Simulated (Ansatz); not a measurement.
The start is a generated trial cell of Sr in the dhcp structure type. A full variable-cell relaxation at zero pressure is run with r2SCAN (plane waves to 500 eV, PAW, scalar-relativistic; Ansatz, an electronic-structure program). First-step values are on the input's coarse k-mesh.

Ansatz input (later rounds restart from its end on a renewed k-mesh):
Ansatz 0.2 input:
```yaml
crystal:
  lattice:
    - [4.3206941, 0, 0]
    - [-2.1603471, 3.7418309, 0]
    - [0, 0, 13.901863]
  atoms:
    - { symbol: Sr, position: [0, 0, 0] }
    - { symbol: Sr, position: [0, 0, 0.5] }
    - { symbol: Sr, position: [0.33333333, 0.66666667, 0.25] }
    - { symbol: Sr, position: [0.66666667, 0.33333333, 0.75] }
basis: { ecutwfc: 500, ecutrho_ratio: 4, xc_grid: 4, fft_grid_basis: typed }
kpoints: { mp_grid: { grid: [9, 9, 3] } }
hamiltonian:
  xc: r2scan
  dispersion: none
  pseudopotentials: { azcp: { folder: ./paw }, kind: paw }
scf: { occupations: { method: fermi_dirac, width: 0.05 } }
relax: { f_tol: 0.01, max_steps: 100, cell: { stress_tol: 0.02 } }
output: { forces: true, stress: true }
```

```yaml
outcome: The space group stays P6₃/mmc (No. 194) (the run could not lower it); the end is AFLOW prototype A_hP4_194_ac (A3', as in La), with 4 atoms in the primitive cell
energy_released: under 0.01 eV/atom
volume_change: +1.3 %, from 56.19 to 56.92 Å³/atom
band_gap_at_the_end: zero (metallic)
optimiser_moves: 4
```

Final structure:

Space group P6₃/mmc (No. 194); a = 4.3037 Å, b = 4.3037 Å, c = 14.1931 Å, α = 90.00°, β = 90.00°, γ = 120.00°

| atom | site | symmetry | x | y | z |
|---|---|---|---|---|---|
| Sr | 2a | -3m. | 0.0000 | 0.0000 | 0.0000 |
| Sr | 2c | -6m2 | 0.3333 | 0.6667 | 0.2500 |

Final values are on a 13×13×4 k-mesh of the relaxed cell. No spin polarisation in the result.

The run could not lose the symmetry of its start: the end is stationary, and may be a saddle point rather than a minimum.

All atoms sit on sites fixed by symmetry, so only the cell could relax.

The relaxed structure here is a generated cell of Sr: the first start was made by placing the elements on the sites of a structure type, and the end was not matched to a known phase here, so it may be hypothetical. Known forms of Sr include space group No. 225.
